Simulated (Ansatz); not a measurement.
A distorted cell of WC (WC type, space group P-6m2):

```
CELL_PARAMETERS angstrom
      5.84370     0.00000     0.00000
     -1.46093     2.53040     0.00000
      0.00000     0.00000     2.84710
ATOMIC_POSITIONS crystal
  W  0.00000 0.00215 0.00000
  W  0.50000 0.99785 0.00000
  C  0.33333 0.39722 0.50000
  C  0.83333 0.26945 0.50000
```

Level of theory: PBE (plane waves to 420 eV, PAW, scalar-relativistic; Ansatz, a first-principles code). k mesh 9×18×16 (Γ-centred), Fermi-Dirac smearing 0.05 eV. Stress and pressure are positive under compression. With partly filled bands, energies and forces of such displacements shift with the k mesh and the smearing. Spin-orbit coupling is left out, though W is heavy. WC is run without spin polarisation. WC was relaxed with its symmetry unable to fall.

What forces act on the atoms (eV/Å, Cartesian)?


```
atom      Fx      Fy     Fz
----  ------  ------  -----
W1     1.172  -1.059  0.000
W2    -0.331   1.545  0.000
C3     1.006  -2.713  0.000
C4    -1.846   2.227  0.000
```

Give the stress tensor in GPa and the pressure.


```
    4.0     -0.1      0.0
   -0.1      4.1      0.0
    0.0      0.0      7.8
```
The pressure, a third of the trace, is 5.3 GPa.

(A displaced cell: forces are minus the slopes of the energy, force constants its curvatures, and phonons follow from these.)
